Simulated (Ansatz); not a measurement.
TiAl:
```cif
data_AlTi
_chemical_formula_sum 'Al1 Ti1'
_space_group_name_H-M_alt 'P4/mmm'
_space_group_IT_number 123
_space_group_name_Hall '-P 4 2'
_cell_length_a 2.82186
_cell_length_b 2.82186
_cell_length_c 4.07733
_cell_angle_alpha 90.000
_cell_angle_beta 90.000
_cell_angle_gamma 90.000
loop_
_atom_site_label
_atom_site_type_symbol
_atom_site_symmetry_multiplicity
_atom_site_Wyckoff_symbol
_atom_site_fract_x
_atom_site_fract_y
_atom_site_fract_z
_atom_site_occupancy
Al1 Al 1 d 0.50000 0.50000 0.50000 1
Ti1 Ti 1 a 0.00000 0.00000 0.00000 1
```

Relaxed with PBE.

Q: Decompose the optical modes at the zone centre into irreducible representations, and say which are infrared and Raman allowed.

A: Point group 4/mmm: Γ_opt = A2u + Eu. Infrared: A2u, Eu. Raman: none.

Q: Assign frequencies (DFPT, plane-wave PAW PBE (Ansatz code)).

A: Eu 262, A2u 301 cm⁻¹.

The PBE relaxation kept the symmetry of its start; phonons on a q-mesh show no instability. The run is not spin-polarised. As this level gives no gap, phonon frequencies hold no LO–TO term and depend on the k-mesh and smearing (Fermi–Dirac, 0.1 eV here).

Potentials: the later of the program's two PAW sets.
